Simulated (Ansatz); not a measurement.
Geometry optimisation in Ansatz: input, command and trajectory.

```yaml
crystal:
  lattice:
    - [0.0, 3.0931634693, 3.0931634693]
    - [3.0931634693, 0.0, 3.0931634693]
    - [3.0931634693, 3.0931634693, 0.0]
  atoms:
    - { symbol: In, position: [0.0, 0.0, 0.0] }
    - { symbol: As, position: [0.25, 0.25, 0.25] }
basis:
  ecutwfc: 420
kpoints:
  mp_grid: { grid: [12, 12, 12] }
hamiltonian:
  xc: pbe
  dispersion: d3bj
scf:
  occupations: { method: gaussian, width: 0.1 }
output:
  forces: true
  stress: true
  eigenvalues: true
relax:
  adjacent_minimum: "off"
  f_tol: 0.005
  max_steps: 50
  cell: { stress_tol: 0.05 }
```

```bash
ansatz run input.yaml --threads 1 --pin off --max-ram 2560MiB --backend cpu --events-out ev --progress --plain --runs-dir out
```

Computed with DFT PBE+D3(BJ), scalar-relativistic, plane waves, PAW (Ansatz 0.2.0).

Of 5 frames 5 are shown, positions in Å and forces in eV/Å; the SCF threshold varies from step to step. Steps run on the plane waves of an earlier cell, with a Pulay correction in the pressure. The basis is chosen afresh for the last frame, the zero of the energies, and at times for earlier ones too; energy and pressure step there, also at an unchanged geometry.

```xyz
2
Lattice="0.0000 3.0932 3.0932 3.0932 0.0000 3.0932 3.0932 3.0932 0.0000" Properties=species:S:1:pos:R:3:forces:R:3 pbc="T T T" step=1 free_energy_over_end_meV_per_atom=6.28 pressure_GPa=-1.82
In    0.0000    0.0000    0.0000    0.0000    0.0000    0.0000
As    1.5466    1.5466    1.5466    0.0000    0.0000    0.0000
2
Lattice="0.0000 3.0394 3.0394 3.0394 0.0000 3.0394 3.0394 3.0394 0.0000" Properties=species:S:1:pos:R:3:forces:R:3 pbc="T T T" step=2 free_energy_over_end_meV_per_atom=0.92 pressure_GPa=0.89
In    0.0000    0.0000    0.0000    0.0000    0.0000    0.0000
As    1.5197    1.5197    1.5197    0.0000    0.0000    0.0000
2
Lattice="0.0000 3.0566 3.0566 3.0566 0.0000 3.0566 3.0566 3.0566 0.0000" Properties=species:S:1:pos:R:3:forces:R:3 pbc="T T T" step=3 free_energy_over_end_meV_per_atom=-0.20 pressure_GPa=-0.06
In    0.0000    0.0000    0.0000    0.0000    0.0000    0.0000
As    1.5283    1.5283    1.5283    0.0000    0.0000    0.0000
2
Lattice="0.0000 3.0555 3.0555 3.0555 0.0000 3.0555 3.0555 3.0555 0.0000" Properties=species:S:1:pos:R:3:forces:R:3 pbc="T T T" step=4 free_energy_over_end_meV_per_atom=-0.21 pressure_GPa=0.00
In    0.0000    0.0000    0.0000    0.0000    0.0000    0.0000
As    1.5277    1.5277    1.5277    0.0000    0.0000    0.0000
2
Lattice="0.0000 3.0555 3.0555 3.0555 0.0000 3.0555 3.0555 3.0555 0.0000" Properties=species:S:1:pos:R:3:forces:R:3 pbc="T T T" step=5 free_energy_over_end_meV_per_atom=0.00 pressure_GPa=0.00
In    0.0000    0.0000    0.0000    0.0000    0.0000    0.0000
As    1.5277    1.5277    1.5277    0.0000    0.0000    0.0000
```

It took 49 s on 1 thread of Intel(R) Xeon(R) Platinum 8375C CPU @ 2.90GHz (Ice Lake) (shared host), peak memory 0.47 GiB.